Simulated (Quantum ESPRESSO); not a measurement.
pw.x input (Quantum ESPRESSO 7.5; PBEsol, PseudoDojo standard norm-conserving files, scalar-relativistic):

```
&CONTROL
  calculation = 'scf'
  pseudo_dir = './pseudo'
  outdir = './out'
  tprnfor = .true.
  tstress = .true.
/
&SYSTEM
  ibrav = 0
  nat = 12
  ntyp = 2
  ecutwfc = 84.0
  ecutrho = 336.0
  occupations = 'smearing'
  smearing = 'fd'
  degauss = 0.002
  nbnd = 38
/
&ELECTRONS
  conv_thr = 1.2e-09
/
ATOMIC_SPECIES
O 15.9990 O.upf
Si 28.0850 Si.upf
CELL_PARAMETERS angstrom
 -4.939325000000   4.258190000000   2.550725000000
  4.939325000000  -4.258190000000   2.550725000000
  4.939325000000   4.258190000000  -2.550725000000
ATOMIC_POSITIONS crystal
O   0.078230000000   0.352030000000   0.848240000000
O   0.503790000000   0.229990000000   0.151760000000
O   0.078230000000   0.729990000000   0.226200000000
O   0.503790000000   0.852030000000   0.773800000000
O   0.937690000000   0.937690000000   0.000000000000
O   0.937690000000   0.437690000000   0.500000000000
O   0.877510000000   0.225550000000   0.151960000000
O   0.073590000000   0.725550000000   0.848040000000
Si   0.149060000000   0.592660000000   0.742420000000
Si   0.850240000000   0.406640000000   0.257580000000
Si   0.149060000000   0.906640000000   0.056400000000
Si   0.850240000000   0.092660000000   0.943600000000
K_POINTS automatic
6 6 6 0 0 0
```

End of the output:

```

[...]
     the Fermi energy is     2.1014 ev
!    total energy              =    -298.82351617 Ry
     estimated scf accuracy    <          4.2E-10 Ry
     smearing contrib. (-TS)   =       0.00000000 Ry
     internal energy E=F+TS    =    -298.82351617 Ry
     The total energy is F=E-TS. E is the sum of the following terms:
     one-electron contribution =    -285.62707356 Ry
     hartree contribution      =     170.02684529 Ry
     xc contribution           =     -79.85083770 Ry
     ewald contribution        =    -103.37245020 Ry
     convergence has been achieved in  11 iterations
     Forces acting on atoms (cartesian axes, Ry/au):
     atom    1 type  1   force =    -0.00418909    0.00195902    0.00154214
     atom    2 type  1   force =     0.00418909   -0.00195902    0.00154214
     atom    3 type  1   force =     0.00418909    0.00195902    0.00154214
     atom    4 type  1   force =    -0.00418909   -0.00195902    0.00154214
     atom    5 type  1   force =     0.00000000   -0.00000000   -0.00216804
     atom    6 type  1   force =     0.00000000    0.00000000   -0.00216804
     atom    7 type  1   force =     0.00000000    0.00536197   -0.00078161
     atom    8 type  1   force =     0.00000000   -0.00536197   -0.00078161
     atom    9 type  2   force =     0.00332911    0.00307002   -0.00006731
     atom   10 type  2   force =    -0.00332911   -0.00307002   -0.00006731
     atom   11 type  2   force =    -0.00332911    0.00307002   -0.00006731
     atom   12 type  2   force =     0.00332911   -0.00307002   -0.00006731
     Total force =     0.015660     Total SCF correction =     0.000017
     Computing stress (Cartesian axis) and pressure
          total   stress  (Ry/bohr**3)                   (kbar)     P=       10.59
   0.00006718   0.00000000   0.00000000            9.88        0.00        0.00
   0.00000000   0.00007856  -0.00000000            0.00       11.56       -0.00
   0.00000000  -0.00000000   0.00007018            0.00       -0.00       10.32
```
In a gapped system the printed Fermi energy is only some level inside the gap.

Geometry of the Materials Project entry, not relaxed at this level.
